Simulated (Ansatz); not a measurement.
According to r²SCAN in the plane-wave PAW code Ansatz, AlAg in the orthorhombic phase (Cmcm; Ag on 4c, Al on 4c) relaxes to a = 2.851 Å, b = 10.442 Å, c = 4.507 Å. Against the elements it lies at 0.076 eV/atom, with no fitted shifts.

Electronic character: metallic (no gap).

Bader charges are Ag -0.60, Al +0.60 e.

The start of the workflow was typed in or built on a structure type; neither database checked (COD, Materials Project) lists it. Whether it is the stable phase at ambient conditions was not checked. The cell was relaxed with r²SCAN under the symmetry of its start; its stability against distortions is not shown here. The run is not spin-polarised. Axis ratios of metals converge slowly with the k-mesh, so a and c are less sure than the volume. The references are the lowest solids computed at this level, not always the standard phases. Spin–orbit coupling is left out wherever it is not named.

Potentials: the earlier of the program's two PAW sets.
